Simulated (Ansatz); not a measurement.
**MgMnVP2O8F2, one structure, two calculations**

Cell: a Materials Project structure (computed, not necessarily an observed phase), taken as it stands.

```
Mg Mn V P O F
1.0
     5.32551    0.00000    0.00000
    -0.56501    5.32063    0.00000
    -2.15346   -2.54875    6.68383
Mg Mn V P O F
1 1 1 2 8 2
Cartesian
  3.5004 -0.1239 4.7377
  1.2228 1.4009 3.2216
  -0.0106 -0.0257 0.0847
  0.5766 -1.3918 4.9309
  2.0500 4.1093 1.7481
  -0.6666 -1.4668 5.8793
  0.0005 2.6914 4.0318
  0.1787 -0.0688 4.1605
  0.7283 4.0752 0.9878
  1.9495 -1.2047 5.6229
  2.3560 2.7500 2.4302
  2.6010 -0.1018 2.8862
  3.2030 4.4054 0.7762
  0.0476 1.2101 1.5314
  2.6459 1.5570 5.1301
```

Atoms are numbered from 1 in the order listed; like atoms form one site, named after its first atom.

First run. All values are calculated (Ansatz; DFT, PBE, plane waves and PAW, scalar-relativistic, collinear spin, 420 eV cutoff, Γ-centred 5×5×4 k-points, Fermi–Dirac smearing 0.02 eV), not measured. Start moments as typed (μB): 5 on each Mn, 1 on each V, none on the rest.

| site | atom | V_zz (10²¹ V/m²) | η | m (μB) |
| --- | --- | --- | --- | --- |
| Mn | 2 | -0.95 | 0.44 | 3.46 |
| V | 3 | -6.33 | 0.37 | 1.33 |
| P4 | 4 | 2.04 | 0.40 | 0.01 |
| P5 | 5 | 1.81 | 0.84 | 0.01 |
| O6 | 6 | 9.80 | 0.20 | -0.01 |
| O7 | 7 | 10.15 | 0.17 | 0.02 |
| O8 | 8 | 9.56 | 0.63 | 0.01 |
| O9 | 9 | 9.75 | 0.18 | 0.00 |
| O10 | 10 | 9.74 | 0.52 | 0.00 |
| O11 | 11 | 10.08 | 0.41 | 0.00 |
| O12 | 12 | 9.94 | 0.66 | 0.01 |
| O13 | 13 | 9.66 | 0.14 | -0.03 |
| F14 | 14 | 9.33 | 0.31 | 0.06 |
| F15 | 15 | 7.22 | 0.71 | 0.02 |

Second run. The same atoms and settings, except that the mesh is 7×7×5 and the Fermi–Dirac smearing is 0.05 eV.

Question: What does the second run give?

Answer: 

```csv
site,atom,V_zz,η,change of V_zz,m (μB)
Mn,2,-0.93,0.44,+0.02,3.46
V,3,-5.02,0.49,+1.31,1.34
P4,4,2.04,0.40,0.00,0.01
P5,5,1.82,0.80,+0.01,0.01
O6,6,9.79,0.20,-0.01,-0.01
O7,7,10.15,0.17,0.00,0.02
O8,8,9.56,0.63,0.00,0.01
O9,9,9.72,0.17,-0.03,0.00
O10,10,9.72,0.51,-0.02,0.00
O11,11,10.08,0.41,0.00,0.00
O12,12,9.93,0.67,-0.01,0.01
O13,13,9.69,0.12,+0.03,-0.03
F14,14,9.35,0.27,+0.02,0.06
F15,15,7.20,0.74,-0.02,0.02
```

The largest change of V_zz is on V, from -6.33 to -5.02. In per cent, |V_zz| changes by -21 on V, 0 on P, 0 on O, 0 on F (all sites that start above 2). The table leaves out 1 of the 15 sites, with |V_zz| up to 1.51; their tensors move by 0.01 at most along any direction. The statements above cover all sites.

The largest force is 1.3 eV/Å, so the atoms aren't at the calculated equilibrium and relaxing them would move these values. Semilocal functionals can leave a metal where correlation in the d or f shell opens a gap in the real compound, and that would change the values at and beside Mn and V. All moments are parallel here, as the start or the cell imposes; many such compounds order antiparallel, where fields and spin densities carried over to other atoms largely cancel. The magnetic order is the one that the run reached from its start moments, not necessarily the measured one.
